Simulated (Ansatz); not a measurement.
NiO (Fm-3m)

All numbers are calculated (LDA+U, U = 5.0 eV, J = 0.9 eV (Liechtenstein form) on Ni d, fully localised double counting, collinear spin, scalar-relativistic, 420 eV, PAW set soft_2 (made for PBE), 8×8×8 mesh, Gaussian smearing of 0.05 eV) with the plane-wave PAW code Ansatz.

```
CELL_PARAMETERS angstrom
0.00000 2.09131 2.09131
2.09131 0.00000 2.09131
4.18262 4.18262 0.00000
ATOMIC_POSITIONS crystal
Ni 0.00000 0.00000 0.00000
O 0.50000 0.50000 0.25000
Ni 0.00000 0.00000 0.50000
O 0.50000 0.50000 0.75000
```

The structure is that of a cell as deposited in COD, unrelaxed. The cell shown is twice the primitive one, so that more magnetic patterns fit.

Cell and atoms stay fixed. Atoms count from 1 in the text and from 0 in parts of the program's output.

Two runs on this cell converged from different starts. The ends of their outputs, energies left out (λ are the eigenvalues of a shell's occupation matrix):

Run A:

```
Magnetization: 0.0000 μB (24.0000 up, 24.0000 down)
Absolute magnetization: 3.4247 μB (∫|ρ↑−ρ↓|, with the PAW one-centre terms)
Per-site moments (μB) at R_I (Å): [(1.58273, 0.86267), (0.00000, 0.86267), (-1.58273, 0.86267), (0.00000, 0.86267)]
--- Magnetisation constraints (ε_frz = 1.0e-4 eV) ---
  site  kind      target   achieved (μB)  |Δ|max (μB)  g (eV/μB)  λ_eff  esc  ok  flags
  0     per_site  +1.6600  +1.5827        7.73e-2       0.00e0    0.000  0    —   released
  2     per_site  -0.6700  -1.5827        9.13e-1       0.00e0    0.000  0    —   released
Fermi energy:    13.890096 eV
--- Forces (eV/Å), atoms counted from 1 ---
  atom   1  Ni     0.00000000     0.00000000     0.00000000
  atom   2  O      0.00000187     0.00000187    -0.00000187
  atom   3  Ni     0.00000000     0.00000000     0.00000000
  atom   4  O     -0.00000187    -0.00000187     0.00000187
--- Stress (GPa, compression-positive) ---
      -10.809729      -0.136484       0.136484
       -0.136484     -10.809729       0.136484
        0.136484       0.136484     -10.809729
  P = ⅓ Tr σ = -10.8097 GPa (-108.097 kbar)
--- Löwdin populations: 4 sites ---
  site symbol       q [e]    m [muB]
     0     Ni     16.8877     1.5681
     1      O      6.9914     0.0000
     2     Ni     16.8877    -1.5681
     3      O      6.9914     0.0000
--- Occupation matrices: 2 shells (run DFT+U table (all-electron-ortho-atomic); ε = 6.16e-4) ---
  Ni0 d_3D up     Tr n = 4.9758  λ = 0.991 0.991 0.998 0.998 0.998
  Ni0 d_3D dn     Tr n = 3.3760  λ = 0.194 0.194 0.996 0.996 0.996
  Ni2 d_3D up     Tr n = 3.3760  λ = 0.194 0.194 0.996 0.996 0.996
  Ni2 d_3D dn     Tr n = 4.9758  λ = 0.991 0.991 0.998 0.998 0.998
```

Run B:

```
preconditioner: auto → none  [insulator: Δε(μ)=1.079 eV  Ē_g=14.126 eV  σ=0.050 eV  W_gap=1.00  n_scr=16 (ndim 8)  ℏωp=34.7 eV  f_vac=0.000  D(μ)=0.00/eV (n_scr^D=0)  ε∞_Penn≈7.0]
Magnetization: 4.0000 μB (26.0000 up, 22.0000 down)
Absolute magnetization: 4.0108 μB (∫|ρ↑−ρ↓|, with the PAW one-centre terms)
Per-site moments (μB) at R_I (Å): [(1.66407, 0.86267), (0.26399, 0.86267), (1.66407, 0.86267), (0.26399, 0.86267)]
Fermi energy:    13.910563 eV
--- Forces (eV/Å), atoms counted from 1 ---
  atom   1  Ni     0.00000000     0.00000000     0.00000000
  atom   2  O      0.00000000     0.00000000     0.00000000
  atom   3  Ni     0.00000000     0.00000000     0.00000000
  atom   4  O      0.00000000     0.00000000     0.00000000
--- Stress (GPa, compression-positive) ---
       -7.228906      -0.000500       0.000500
       -0.000500      -7.228906       0.000500
        0.000500       0.000500      -7.228906
  P = ⅓ Tr σ = -7.2289 GPa (-72.289 kbar)
--- Löwdin populations: 4 sites ---
  site symbol       q [e]    m [muB]
     0     Ni     16.8510     1.6560
     1      O      7.0238     0.3407
     2     Ni     16.8510     1.6560
     3      O      7.0238     0.3407
--- Occupation matrices: 2 shells (run DFT+U table (all-electron-ortho-atomic); ε = 6.10e-4) ---
  Ni0 d_3D up     Tr n = 4.9892  λ = 0.997 0.997 0.998 0.998 0.998
  Ni0 d_3D dn     Tr n = 3.3197  λ = 0.166 0.166 0.996 0.996 0.996
  Ni2 d_3D up     Tr n = 4.9892  λ = 0.997 0.997 0.998 0.998 0.998
  Ni2 d_3D dn     Tr n = 3.3197  λ = 0.166 0.166 0.996 0.996 0.996
```

Which run lies higher in energy, by how much, and why?

Run B, by 74.7 meV/atom. Run B has 8 d electrons in filled orbitals, 2 of them unpaired, the high-spin filling, a gap of 1.08 eV and a whole-number cell moment of 4 μB, as a collinear insulator must have; run A has 8 d electrons in filled orbitals, 2 of them unpaired, the high-spin filling, a gap of 2.55 eV. Run B kept 24 symmetry operations, run A 12. They differ in magnetic order (signs of the magnetic ions' moments, up to an overall flip, +− in run A, ++ in run B). The Hubbard term of the energy is 0.85 eV per cell in run A and 0.59 eV in run B. Of the difference of 0.30 eV per cell, the Hubbard term gives -0.25 eV and all other terms 0.55 eV, so the other terms decide the order against the Hubbard term. The other terms are taken on each state's own density, so they aren't the result of a run without U.

In the lower state the fixed cell carries a pressure of -11 GPa (the cell is larger than this level of theory would relax to); relaxing would change energies and could change the order of close states.

Run B started from: ferromagnetic start, free, default search, moments Ni1 2.00; Ni3 2.00 μB. Run A started from: ferrimagnetic site moments held at Ni1 1.66; Ni3 -0.67 μB at first, then free, moments Ni1 1.66; Ni3 -0.67 μB. At this level the cell was started in 18 ways, of which 1 didn't converge. Run A holds the lowest state found for this cell, which doesn't make it the ground state. The value of U was drawn from a range and not derived for this compound; another value can change gaps, moments and the order of states. A gap on the mesh alone may shrink between mesh points.
